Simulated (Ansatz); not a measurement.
TaN (rock salt)

```
TaN
1.0
    0.00000     2.18730     2.18730
    2.18730     0.00000     2.18730
    2.18730     2.18730     0.00000
N Ta
1 1
Direct
  0.00000   0.00000   0.00000
  0.50000   0.50000   0.50000
```

The slice is a {111} plane (indices of the conventional cell) through the point (0.000, 0.000, 0.000) (fractional), spanned by u = [100] and v = [-1 2 0] in vectors of this cell: u (3.09 Å) and v (5.36 Å, at 90° to u). It covers one period; positions are fractions (u, v).

The numbers are results of PBEsol (plane waves to 420 eV, PAW, scalar-relativistic; Ansatz, a program for electronic structure), not measurements. k mesh 18×18×18. Near the nuclei the fields are pseudised (PAW); where an atom keeps semicore shells as valence, they peak there. Spin-orbit coupling is left out, though Ta is heavy. TaN is run without spin polarisation. TaN was relaxed with its symmetry unable to fall. The PAW data are Ansatz's earlier set. This is a high-temperature form of TaN.

Sketch the valence electron density on this plane as a map.


```
|@@@@@@##==::..      ..::==##@@@@|
|@@@@##++--::          ::--++##@@|
|####++==::..          ..::==++##|
|++==--::..              ..::--==|
|::::::..                  ..::::|
|....                          ..|
|                                |
|              ......            |
|          ..::::::::::..        |
|        ..::--==++==--::..      |
|      ..::==++######++==::..    |
|      ::--++##@@@@@@##++--::    |
|    ..::==##@@@@@@@@@@##==::..  |
|    ..::==##@@@@@@@@@@##==::..  |
|    ..::==##@@@@@@@@@@##==::..  |
|      ::--++##@@@@@@##++--::    |
|      ..::==++######++==::..    |
|        ..::--==++==--::..      |
|          ..::::::::::..        |
|              ......            |
|                                |
|....                          ..|
|::::::..                  ..::::|
|++==--::..              ..::--==|
|####++==::..          ..::==++##|
|@@@@##++--::          ::--++##@@|
|@@@@@@##==::..      ..::==##@@@@|
|@@@@@@##==::..      ..::==##@@@@|
```
Scale: ten equal steps from -0.61 (start of ' ') to 0.54 (end of '@'), in the order ' .:-=+*#%@'. Values: log₁₀ of the valence density in e/Å³. The map has 16 points along u (two characters each, u = 0 at the left) and 28 along v (v = 0 in the bottom row). The scale is logarithmic, as a density can span decades between atoms and voids.
